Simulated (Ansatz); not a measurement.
MgH2 (rutile, P4_2/mnm) under volume change, r²SCAN (plane waves, PAW; program Ansatz), shape and atoms relaxed at each volume.

```
V (Å³/atom)  E − E(relaxed) (meV/atom)  P (GPa)
-----------  -------------------------  -------
9.142                             15.0     5.72
9.443                              6.3     3.54
9.744                              1.5     1.65
10.046                             0.0    -0.01
10.347                             1.4    -1.46
10.649                             5.4    -2.71
10.950                            11.5    -3.81
```

**Question.** What does a third-order Birch–Murnaghan fit give for V₀, B₀ and B′?

**Answer.** V₀ = 10.04 Å³/atom, B₀ = 51.5 GPa, B′ = 3.6.

Symmetry was held in the r²SCAN relaxation; phonons on a q-mesh show no instability.

Potentials: the later of the program's two PAW sets.
